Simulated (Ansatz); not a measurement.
Rb$_{3}$YF$_{6}$:
Space group Fm-3m (No. 225); a = b = c = 9.5656 Å, α = β = γ = 90.00°

```csv
atom,site,symmetry,x,y,z
Rb,8c,-43m,0.2500,0.2500,0.2500
Rb,4b,m-3m,0.5000,0.5000,0.5000
Y,4a,m-3m,0.0000,0.0000,0.0000
F,24e,4m.m,0.0000,0.0000,0.2255
```
(The calculation used a cell of 10 atoms; values per cell refer to that cell.)

Relaxed with r²SCAN. The program Ansatz at the r²SCAN level (PAW) gives a gap of 6.65 eV.

**Question.** What gap does HSE06 give on the same cell (Ansatz, PAW)?

**Answer.** 7.87 eV, 1.21 eV more. The hybrid was solved on a coarser mesh and at special points; its gap is the smallest among all of these.

```json
[
 {"k": "Γ", "v1 r²SCAN": "-0.01", "c1 r²SCAN": "6.65", "v1 HSE06": "-0.01", "c1 HSE06": "7.87"},
 {"k": "X", "v1 r²SCAN": "0.00", "c1 r²SCAN": "8.46", "v1 HSE06": "___", "c1 HSE06": "___"},
 {"k": "L", "v1 r²SCAN": "-0.13", "c1 r²SCAN": "8.45", "v1 HSE06": "___", "c1 HSE06": "___"},
 {"k": "W", "v1 r²SCAN": "0.00", "c1 r²SCAN": "8.91", "v1 HSE06": "___", "c1 HSE06": "___"},
 {"k": "K", "v1 r²SCAN": "0.00", "c1 r²SCAN": "8.71", "v1 HSE06": "___", "c1 HSE06": "___"}
]
```

**Question.** Top valence (v1) and lowest conduction level (c1) in eV from each method's valence maximum (which need not be a listed point): supply the withheld HSE06 values.

**Answer.** 
- K, v1 HSE06: 0.00
- K, c1 HSE06: 9.95
- X, v1 HSE06: 0.00
- X, c1 HSE06: 9.69
- W, v1 HSE06: 0.00
- W, c1 HSE06: 10.16
- L, v1 HSE06: -0.13
- L, c1 HSE06: 9.68

Cost on shared cores: the r²SCAN run (SCF on a 5×5×5 mesh, then bands and DOS) roughly 2.2 core-minutes, the HSE06 run (SCF on 3×3×3, then a few points) very roughly 3 core-minutes; the tasks are unlike.

The first step of the workflow began from a Materials Project structure, measured or hypothetical; the Crystallography Open Database copy checked does not list it. COD files the formula under space group No. 139, so this cell is another polymorph or a model. Whether it is the stable phase at ambient conditions was not checked. The cell was relaxed with r²SCAN under the symmetry of its start; its stability against distortions is not shown here. No spin polarisation was allowed. Scalar-relativistic: spin–orbit coupling is off unless named, which matters more the heavier the elements.

Potentials: the later of the program's two PAW sets.
